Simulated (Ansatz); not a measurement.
# A plane-wave run on CdGa2Ir4

input.yaml (Ansatz 0.2.0)

```yaml
crystal:
  lattice:
    - [0.0, 5.140551, 0.0]
    - [5.140551, 0.0, 0.0]
    - [2.570276, 2.570276, -4.802204]
  atoms:
    - { symbol: Ir, position: [0.39, 0.38, 0.74] }
    - { symbol: Ir, position: [0.62, 0.13, 0.26] }
    - { symbol: Ir, position: [0.87, 0.88, 0.74] }
    - { symbol: Ir, position: [0.12, 0.61, 0.26] }
    - { symbol: Ga, position: [0.75, 0.25, 0.5] }
    - { symbol: Ga, position: [0.5, 0.5, 0.0] }
    - { symbol: Cd, position: [0.0, 0.0, 0.0] }
  symmetry: { tolerance: 0.0003 }
kpoints:
  mp_grid: { grid: [7, 7, 7], shift: [0, 0, 0] }
  band_path:
    path:
      - [0.0, 0.0, 0.0]
      - [0.5, -0.5, 0.0]
      - [0.5, -0.5, 0.25]
      - [0.0, -0.5, 0.0]
      - [0.0, 0.0, 0.0]
      - [0.0, 0.0, 0.5]
      - [0.0, -0.35676533, 0.32161733]
      - [0.0, -0.64323467, -0.32161733]
      - [0.0, 0.0, 0.0]
      - [0.5, -0.5, 0.0]
      - [0.35676533, -0.64323467, -0.14323467]
    npoints: 6
magnetization:
  spin_polarized: false
scf:
  occupations: { method: fermi_dirac }
  lower_state_search: "off"
  max_iter: 200
hamiltonian:
  pseudopotentials: { kind: paw }
  xc: r2scan
basis:
  ecutwfc: 500
  fft_grid_basis: typed
output:
  forces: true
  stress: true
  eigenvalues: true
  bader: true
  populations: true
  elf: true
  write_potential: true
  volumetric_format: npy
  dos:
    e_range: [-12, 8]
    de: 0.05
    projected: { site_lists: { Cd: [Cd], Ga: [Ga], Ir: [Ir] } }
checkpoint:
  read: saved_state
```

The saved state is an earlier solution for the same cell, perhaps on another mesh. 

Parts of the output:

```
Pseudopotentials: kind: paw
Pseudopotential: Ir, paw, valence charge 17, recommended cutoff 500 eV (meta_gga), Ir.paw.azcp
Pseudopotential: Ga, paw, valence charge 13, recommended cutoff 500 eV (meta_gga), Ga.paw.azcp
Pseudopotential: Cd, paw, valence charge 20, recommended cutoff 500 eV (meta_gga), Cd.paw.azcp
Functional definition: r2SCAN
  exchange = r2scan_x(k0 = k0, k1 = k1, a1 = a1)
  correlation = r2scan_c
Crystal: 7 atoms, lattice volume = 126.900 Å³
Basis set: ecut = 500 eV, 3225 PW (Γ), exchange–correlation on 160×160×180 points (64 copies of the dense FFT grid, shifted against one another)
Bands: 69, of which v1, the nominal top of the filled ones, is band 57 counted from 1 (56 counted from 0)
Symmetry: 4 space group operations
Space group: I-4 (ITA 82), of the structure as read, at distance tolerance 1.5e-3 Å
k-points: 52 of 343 (time reversal used)
Initial density: read from a saved state, or passed on in memory by an earlier SCF of this step, an earlier step, the calling program or the single point that the run made first
Functional: x = r2scan, c = r2scan; τ floored in thin density (d = 2e-4 eV/Å³)
SCF iter   1: F=-63626.7477 eV  Δρ=1.58e-3  dr2=7.82e-4  dr2_τ=1.63e-3
SCF iter   2: F=-63626.7485 eV  Δρ=8.22e-4  dr2=2.30e-4  dr2_τ=1.44e-4
SCF iter   3: F=-63626.7486 eV  Δρ=1.49e-4  dr2=3.07e-5  dr2_τ=6.91e-6
SCF iter   4: F=-63626.7488 eV  Δρ=6.41e-5  dr2=4.66e-6  dr2_τ=4.17e-7
SCF iter   5: F=-63626.7488 eV  Δρ=3.09e-5  dr2=1.26e-6  dr2_τ=1.53e-7
SCF iter   6: F=-63626.7488 eV  Δρ=1.09e-5  dr2=1.54e-7  dr2_τ=1.96e-8
SCF iter   7: F=-63626.7488 eV  Δρ=3.78e-6  dr2=1.92e-8  dr2_τ=8.05e-10
Free energy (F): -63626.7488 eV
Harris-Foulkes:  -63626.7488 eV  (|F-HF|=1.21e-8)
Internal energy: -63626.5415 eV  (E = F + TS)
E sigma→0 (E₀):  -63626.6452 eV
Entropy (-TS):   -0.2072 eV (-29.604 meV/atom)
Fermi energy:    14.9504 eV
--- Per-component energies (eV) ---
  E_band       = -1338.3685
  E_kinetic    = 3283.3525
  E_local      = -14271.7080  (includes V_loc(G=0)·N_el)
  E_nonlocal   = 1196.3765
  E_hartree    = 6209.0780
  E_xc         = -1326.4649
  E_vxc        = -1716.4414  (∫ρ·V_xc dr)
  E_paw        = -45108.1731  (= ΣΔE_a)
  E_vpaw       = -2356.9531  (= ΣTr[D̂ρ^β])
  E_aug_tail   = -0.0002  (compensation charges beyond the density's cutoff)
  E_vtau       = 108.8485  (kinetic-family band-sum trace: ∫τ·v_τ [+ j·A + Jᵃ·Aᵃ] dr)
  E_ewald      = -13605.8637
  E_core_change = -3.1385  (= ΣΔE_core)
  E_smearing   = -0.2072  (= −TS)
--- Forces (eV/Å), atoms counted from 1 ---
  atom   1  Ir     5.4407    -2.0841     3.8112
  atom   2  Ir    -2.0841    -5.4407    -3.8112
  atom   3  Ir    -5.4407     2.0841     3.8112
  atom   4  Ir     2.0841     5.4407    -3.8112
  atom   5  Ga     0.0000     0.0000     0.0000
  atom   6  Ga     0.0000     0.0000     0.0000
  atom   7  Cd     0.0000     0.0000     0.0000
--- Stress (GPa, compression-positive) ---
       52.7963       0.0000       0.0000
        0.0000      52.7963       0.0000
        0.0000       0.0000      44.7186
  P = ⅓ Tr σ = 50.1038 GPa (501.038 kbar)
--- Bader charges: 7 sites ---
  site symbol  charge [e]  shift [e]
     0     Ir     -0.4698     0.0130
     1     Ir     -0.4697     0.0130
     2     Ir     -0.4698     0.0130
     3     Ir     -0.4698     0.0130
     4     Ga      0.7620     0.0256
     5     Ga      0.7339     0.0200
     6     Cd      0.3832     0.0065
```

Origin: a known structure type with other elements, at an estimated volume, so it need not be a known compound. Caveats: atoms or cell far from equilibrium.
